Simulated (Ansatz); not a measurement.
An elastic tensor (GPa, Voigt order, standard axes) from DFT-PBEsol in the program Ansatz with PAW potentials:

```
 250  77.4  44.2   0.0   0.0   0.0
77.4   250  44.2   0.0   0.0   0.0
44.2  44.2   330   0.0   0.0   0.0
 0.0   0.0   0.0   107   0.0   0.0
 0.0   0.0   0.0   0.0   107   0.0
 0.0   0.0   0.0   0.0   0.0  76.3
```

Problem. Pick the material that matches.
A. FeNi, L1₀ or tetragonal B2
B. VPt, L1₀ or tetragonal B2
C. BAs, P4_2/mnm (B on 4g, As on 4f)
D. Pb2SeS, P4/mmm (Pb on 1a, Pb on 1d, Se on 1c, S on 1b)

Solution. C, BAs, P4_2/mnm (B on 4g, As on 4f)

The start of the workflow was typed in or built on a structure type; neither database checked (COD, Materials Project) lists it. It is not the phase usual at ambient conditions (space group No. 216). Symmetry was held in the PBEsol relaxation; phonons on a q-mesh show no instability.

Potentials: the later of the program's two PAW sets.
